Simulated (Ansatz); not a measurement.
InGaAs$_{2}$:
```yaml
crystal:
  lattice:
    - [4.14315, 0.00000, 0.00000]
    - [0.00000, 4.14315, 0.00000]
    - [0.00000, 0.00000, 5.90468]
  atoms:
    - { symbol: In, position: [0.00000, 0.00000, 0.50000] }
    - { symbol: Ga, position: [0.50000, 0.50000, 0.00000] }
    - { symbol: As, position: [0.50000, 0.00000, 0.76974] }
    - { symbol: As, position: [0.00000, 0.50000, 0.23026] }
```

Relaxed with PBEsol. Special points in fractions of this cell's reciprocal vectors: Γ (0.000, 0.000, 0.000); X (0.000, 0.500, 0.000); M (0.500, 0.500, 0.000); Z (0.000, 0.000, 0.500); R (0.000, 0.500, 0.500); A (0.500, 0.500, 0.500).

Problem. List the band energies nearest the Fermi level at these points for plane-wave PAW PBEsol with spin–orbit coupling (Ansatz code).

Solution. In eV from the Fermi level; about four levels below and three above (degenerate sets whole), none deeper than 8.9 eV; points with the same levels are listed once.

| k | below | above |
|---|---|---|
| Γ | -0.24 -0.24 -0.05 -0.05 | 0.05 0.05 1.41 1.41 |
| X | -1.53 -1.53 -0.93 -0.93 | 1.95 1.95 3.00 3.00 |
| M | -2.56 -2.56 -2.42 -2.42 | 1.28 1.28 1.32 1.32 |
| Z | -1.31 -1.31 -1.30 -1.30 | 1.78 1.78 1.86 1.86 |
| R | -1.13 -1.13 -0.79 -0.79 | 0.48 0.48 0.97 0.97 |
| A | -3.21 -3.21 -3.14 -3.14 | 4.07 4.07 4.26 4.26 |

Space group P-4m2. The workflow started from a Materials Project entry (that database holds measured and hypothetical structures alike); the Crystallography Open Database copy checked does not list it. With In and Ga taken as one species the cell has the higher symmetry F-43m, so it may be an ordered model of a mixed-site phase. Its standing as an ambient phase is unchecked. Symmetry was held in the PBEsol relaxation; whether a distortion lowers the energy is not shown. The Fermi level of a semimetal is unsure by some 0.05 eV on such meshes.

Potentials: the later of the program's two PAW sets.
